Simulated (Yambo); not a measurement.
G0W0@PBEsol for CsSrF₃ (cubic perovskite, space group Pm-3m, No. 221) in Yambo. Reference settings: 2×2×2 Γ-centred k mesh, 154 bands and a 7 Ry block in the screening, 154 bands in G with the Bruneval-Gonze terminator, plasmon pole fitted at 27.2 eV. The PBEsol gap Γ → Γ on this mesh is 6.26 eV; G0W0 gaps are taken between the same points.

The settings were changed. The gap went from 9.55 eV to 9.34 eV, and the shift of the valence edge from -2.23 eV to -1.66 eV.

Problem. What was changed between the two runs?
A. pole fitted at 15 eV
B. 73 bands in W
C. 60 bands in G, no terminator
D. 100 bands in G

Solution. C, 60 bands in G, no terminator. The others gave (gap, valence shift): 100 bands in G: 9.55, -2.23 eV; 73 bands in W: 9.69, -2.17 eV; pole fitted at 15 eV: 9.51, -2.16 eV.

Geometry of the Materials Project entry, not relaxed at this level; primitive cell a = b = c = 4.7633 Å, α = β = γ = 90.00°.

The structure is a Materials Project entry; no match was found in the copy of COD used, and its stability was not checked.

A shift is the quasiparticle energy of the state minus its PBEsol energy.
